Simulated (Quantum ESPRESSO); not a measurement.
# Nb4ZrAlIn2: finding a planted mistake in a log

A calculation, not a measurement. The program is pw.x of Quantum ESPRESSO 7.5 (plane-wave density functional theory). The cell is made up: eight metal atoms on a hexagonal close-packed lattice, with elements, volume, strain and displacements drawn at random and not relaxed, so it may be unstable or far from any real phase. PseudoDojo standard norm-conserving files set the functional (PBE unless stated); there is no spin polarisation or spin-orbit coupling, the Fermi-Dirac width of 0.25 eV means electrons at about 2900 K, and the masses in the input are unused placeholders. A spin test at this wide smearing found no moment, but such smearing suppresses magnetism that the real alloy may have.

Intended input:

```
&control calculation='scf', pseudo_dir='./dojo.nc.sr.pbe.v0_5.standard.upf', outdir='./o', disk_io='minimal', tprnfor=.true., tstress=.true. /
&system ibrav=0, nat=8, ntyp=4, nbnd=61, ecutwfc=82.02448710, nosym=.true., tot_charge=0,
 occupations='smearing', smearing='fd', degauss=0.0183746611
/
&electrons conv_thr=1.470e-08, electron_maxstep=70, mixing_beta=0.5 /
ATOMIC_SPECIES
Al 1.0 Al.upf
In 1.0 In.upf
Nb 1.0 Nb.upf
Zr 1.0 Zr.upf
CELL_PARAMETERS angstrom
-3.1201 -0.0008 0.0162
0.0013 5.2837 -0.0459
1.6127 -2.5544 -10.2591
ATOMIC_POSITIONS angstrom
Nb 0.0662 0.1077 -0.0217
Zr -0.0404 1.7311 -2.4793
Al 0.0386 0.0515 -5.0118
In -0.0693 1.9169 -7.6951
In -1.7001 2.6042 0.1122
Nb -1.4547 4.4944 -2.6119
Nb -1.5732 2.5775 -5.0508
Nb -1.4553 -0.9857 -7.6348
K_POINTS automatic
8 5 3 1 1 1
```

The log is shortened where brackets say so; the opening notice, blank lines, dates and the lines on written files are dropped, and the path of the files is cut. It prints rydbergs, bohrs and kilobars, and counts compression as positive stress. Its total energy is the free energy E - TS of the whole cell.

Log of the intended run:

```
     Program PWSCF v.7.5
     Parallel version (MPI & OpenMP), running on       4 processor cores
     Number of MPI processes:                 4
     Threads/MPI process:                     1
     [start-up lines left out]
     bravais-lattice index     =            0
     lattice parameter (alat)  =       5.8962  a.u.
     unit-cell volume          =    1142.8705 (a.u.)^3
     number of atoms/cell      =            8
     number of atomic types    =            4
     number of electrons       =        93.00
     number of Kohn-Sham states=           61
     kinetic-energy cutoff     =      82.0245  Ry
     charge density cutoff     =     328.0979  Ry
     scf convergence threshold =      1.5E-08
     mixing beta               =       0.5000
     number of iterations used =            8  plain     mixing
     Exchange-correlation= PBE
                           (   1   4   3   4   0   0   0)
     [axes and pseudopotential details left out]
   Cartesian axes
     site n.     atom                  positions (alat units)
         1        Nb     tau(   1) = (   0.0212170   0.0345177  -0.0069548  )
         2        Zr     tau(   2) = (  -0.0129481   0.5548145  -0.7946112  )
         3        Al     tau(   3) = (   0.0123712   0.0165057  -1.6062730  )
         4        In     tau(   4) = (  -0.0222105   0.6143630  -2.4662658  )
         5        In     tau(   5) = (  -0.5448790   0.8346415   0.0359599  )
         6        Nb     tau(   6) = (  -0.4662288   1.4404472  -0.8371093  )
         7        Nb     tau(   7) = (  -0.5042078   0.8260842  -1.6187724  )
         8        Nb     tau(   8) = (  -0.4664211  -0.3159151  -2.4469398  )
     number of k points=    60  Fermi-Dirac smearing, width (Ry)=  0.0184
                       cart. coord. in units 2pi/alat
        k(    1) = (  -0.0629059   0.0584151  -0.0751223), wk =   0.0333333
        k(    2) = (  -0.0618550   0.0601738   0.1273610), wk =   0.0333333
     [further k points left out]
     Dense  grid:   114645 G-vectors     FFT dimensions: (  36,  60, 120)
     Estimated max dynamical RAM per process >     380.99 MB
     Estimated total dynamical RAM >       1.41 GB
     Initial potential from superposition of free atoms
     starting charge      92.9781, renormalised to      93.0000
     Starting wfcs are   72 randomized atomic wfcs
     total cpu time spent up to now is        5.6 secs
     per-process dynamical memory:   310.3 Mb
     Self-consistent Calculation
     iteration #  1     ecut=    82.02 Ry     beta= 0.50
     Davidson diagonalization with overlap
     ethr =  1.00E-02,  avg # of iterations =  2.2
     total cpu time spent up to now is       15.4 secs
     total energy              =    -868.05545662 Ry
     estimated scf accuracy    <       3.17946200 Ry
     iteration #  2     ecut=    82.02 Ry     beta= 0.50
     Davidson diagonalization with overlap
     ethr =  3.42E-03,  avg # of iterations =  6.2
     total cpu time spent up to now is       29.8 secs
     total energy              =    -865.78023085 Ry
     estimated scf accuracy    <      89.82319476 Ry
     [iterations 3 to 16 left out]
     iteration # 17     ecut=    82.02 Ry     beta= 0.50
     Davidson diagonalization with overlap
     ethr =  1.93E-10,  avg # of iterations =  1.6
     total cpu time spent up to now is      185.5 secs
     total energy              =    -869.93211842 Ry
     estimated scf accuracy    <       0.00000002 Ry
     iteration # 18     ecut=    82.02 Ry     beta= 0.50
     Davidson diagonalization with overlap
     ethr =  2.43E-11,  avg # of iterations =  3.9
     total cpu time spent up to now is      195.5 secs
     End of self-consistent calculation
     [lines on levels left out]
!    total energy              =    -869.93211842 Ry
     estimated scf accuracy    <          4.2E-09 Ry
     smearing contrib. (-TS)   =      -0.12065464 Ry
     internal energy E=F+TS    =    -869.81146378 Ry
     The total energy is F=E-TS. E is the sum of the following terms:
     one-electron contribution =    -227.74740172 Ry
     hartree contribution      =     165.81789371 Ry
     xc contribution           =    -206.46301206 Ry
     ewald contribution        =    -601.41894372 Ry
     convergence has been achieved in  18 iterations
     Forces acting on atoms (cartesian axes, Ry/au):
     atom    1 type  3   force =    -0.01388428   -0.03536055    0.00824400
     atom    2 type  4   force =     0.00318189    0.02045534   -0.01340309
     atom    3 type  1   force =    -0.00118721   -0.02256521   -0.01196989
     atom    4 type  2   force =     0.01881986   -0.05495097    0.00717258
     atom    5 type  2   force =     0.02210950    0.03556409   -0.00178882
     atom    6 type  3   force =    -0.01050408   -0.02031876   -0.01101814
     atom    7 type  3   force =    -0.00084019    0.02955803   -0.00619111
     atom    8 type  3   force =    -0.01769549    0.04761802    0.02895448
     Total force =     0.113717     Total SCF correction =     0.000109
     Computing stress (Cartesian axis) and pressure
          total   stress  (Ry/bohr**3)                   (kbar)     P=      -68.58
  -0.00054255   0.00000211   0.00003269          -79.81        0.31        4.81
   0.00000211  -0.00025016  -0.00001664            0.31      -36.80       -2.45
   0.00003269  -0.00001664  -0.00060579            4.81       -2.45      -89.12
     init_run     :      5.23s CPU      5.41s WALL (       1 calls)
     electrons    :    189.16s CPU    189.89s WALL (       1 calls)
     forces       :      1.76s CPU      1.78s WALL (       1 calls)
     stress       :      6.06s CPU      6.06s WALL (       1 calls)
     [timing details left out]
     PWSCF        :   3m22.39s CPU   3m23.38s WALL
     JOB DONE.
```

A second run was made from an input with one planted mistake. Its log:

```
     Program PWSCF v.7.5
     Parallel version (MPI & OpenMP), running on       4 processor cores
     Number of MPI processes:                 4
     Threads/MPI process:                     1
     [start-up lines left out]
     bravais-lattice index     =            0
     lattice parameter (alat)  =       5.8962  a.u.
     unit-cell volume          =    1142.8705 (a.u.)^3
     number of atoms/cell      =            8
     number of atomic types    =            4
     number of electrons       =        93.00
     number of Kohn-Sham states=           61
     kinetic-energy cutoff     =      82.0245  Ry
     charge density cutoff     =     328.0979  Ry
     scf convergence threshold =      1.5E-08
     mixing beta               =       0.5000
     number of iterations used =            8  plain     mixing
     Exchange-correlation= PBE
                           (   1   4   3   4   0   0   0)
     [axes and pseudopotential details left out]
   Cartesian axes
     site n.     atom                  positions (alat units)
         1        Nb     tau(   1) = (   0.0212170   0.0345177  -0.0069548  )
         2        Zr     tau(   2) = (  -0.0129481   0.5548145  -0.7946112  )
         3        Al     tau(   3) = (   0.0123712   0.0165057  -1.6062730  )
         4        In     tau(   4) = (  -0.0222105   0.6143630  -2.4662658  )
         5        Nb     tau(   5) = (  -0.5448790   0.8346415   0.0359599  )
         6        Nb     tau(   6) = (  -0.4662288   1.4404472  -0.8371093  )
         7        Nb     tau(   7) = (  -0.5042078   0.8260842  -1.6187724  )
         8        In     tau(   8) = (  -0.4664211  -0.3159151  -2.4469398  )
     number of k points=    60  Fermi-Dirac smearing, width (Ry)=  0.0184
                       cart. coord. in units 2pi/alat
        k(    1) = (  -0.0629059   0.0584151  -0.0751223), wk =   0.0333333
        k(    2) = (  -0.0618550   0.0601738   0.1273610), wk =   0.0333333
     [further k points left out]
     Dense  grid:   114645 G-vectors     FFT dimensions: (  36,  60, 120)
     Estimated max dynamical RAM per process >     380.99 MB
     Estimated total dynamical RAM >       1.41 GB
     Initial potential from superposition of free atoms
     starting charge      92.9781, renormalised to      93.0000
     Starting wfcs are   72 randomized atomic wfcs
     total cpu time spent up to now is        5.7 secs
     per-process dynamical memory:   310.3 Mb
     Self-consistent Calculation
     iteration #  1     ecut=    82.02 Ry     beta= 0.50
     Davidson diagonalization with overlap
     ethr =  1.00E-02,  avg # of iterations =  2.2
     total cpu time spent up to now is       15.6 secs
     total energy              =    -868.30395186 Ry
     estimated scf accuracy    <       2.79708108 Ry
     iteration #  2     ecut=    82.02 Ry     beta= 0.50
     Davidson diagonalization with overlap
     ethr =  3.01E-03,  avg # of iterations =  5.5
     total cpu time spent up to now is       29.1 secs
     total energy              =    -866.69660691 Ry
     estimated scf accuracy    <      50.10874516 Ry
     [iterations 3 to 18 left out]
     iteration # 19     ecut=    82.02 Ry     beta= 0.50
     Davidson diagonalization with overlap
     ethr =  4.69E-11,  avg # of iterations =  3.6
     total cpu time spent up to now is      199.2 secs
     total energy              =    -869.90031339 Ry
     estimated scf accuracy    <       0.00000001 Ry
     iteration # 20     ecut=    82.02 Ry     beta= 0.50
     Davidson diagonalization with overlap
     ethr =  1.59E-11,  avg # of iterations =  2.7
     total cpu time spent up to now is      207.6 secs
     End of self-consistent calculation
     [lines on levels left out]
!    total energy              =    -869.90031339 Ry
     estimated scf accuracy    <          1.3E-10 Ry
     smearing contrib. (-TS)   =      -0.12970232 Ry
     internal energy E=F+TS    =    -869.77061107 Ry
     The total energy is F=E-TS. E is the sum of the following terms:
     one-electron contribution =    -227.72794612 Ry
     hartree contribution      =     165.83545531 Ry
     xc contribution           =    -206.45917654 Ry
     ewald contribution        =    -601.41894372 Ry
     convergence has been achieved in  20 iterations
     Forces acting on atoms (cartesian axes, Ry/au):
     atom    1 type  3   force =    -0.00799191   -0.03464500    0.00684707
     atom    2 type  4   force =     0.00422563    0.03139155   -0.01576759
     atom    3 type  1   force =    -0.00040767   -0.01476720    0.00999801
     atom    4 type  2   force =     0.01466019   -0.05993224    0.00065063
     atom    5 type  3   force =     0.00886065    0.02120335   -0.00049300
     atom    6 type  3   force =    -0.00491223   -0.03159853   -0.01337095
     atom    7 type  3   force =     0.00101870    0.02656097    0.00192654
     atom    8 type  2   force =    -0.01545335    0.06178711    0.01020929
     Total force =     0.115278     Total SCF correction =     0.000049
     Computing stress (Cartesian axis) and pressure
          total   stress  (Ry/bohr**3)                   (kbar)     P=      -48.08
  -0.00034448  -0.00002388   0.00000006          -50.67       -3.51        0.01
  -0.00002388  -0.00024105   0.00004467           -3.51      -35.46        6.57
   0.00000006   0.00004467  -0.00039496            0.01        6.57      -58.10
     init_run     :      5.35s CPU      5.58s WALL (       1 calls)
     electrons    :    201.41s CPU    201.95s WALL (       1 calls)
     forces       :      1.64s CPU      1.66s WALL (       1 calls)
     stress       :      5.67s CPU      5.67s WALL (       1 calls)
     [timing details left out]
     PWSCF        :   3m34.16s CPU   3m35.00s WALL
     JOB DONE.
```

Question: the log repeats what the program read. Compare it with the intended run: what was wrong in the second input?

Answer: two atoms have their elements exchanged. The input lines that differ:

```
- In -1.7001 2.6042 0.1122
+ Nb -1.7001 2.6042 0.1122
- Nb -1.4553 -0.9857 -7.6348
+ In -1.4553 -0.9857 -7.6348
```

|  | intended run | run with the mistake |
| --- | --- | --- |
| free energy (eV) | -11836.029 | -11835.597 |
| entropy term -TS, part of it (eV) | -1.642 | -1.765 |
| pressure (GPa) | -6.86 | -4.81 |
| size of the largest force component (eV/Å) | 1.413 | 1.589 |
| largest change of a force component (eV/Å) |  | 0.565 |
| iterations | 18 | 20 |

For scale, a rerun of the intended cell at a higher cutoff and on a denser mesh moved values by no more than 0.004 eV in energy, 0.06 GPa in stress and 0.006 eV/Å in force, and a second program with other atomic files agreed on that cell to 2 % rms in force and 0.5 GPa in pressure.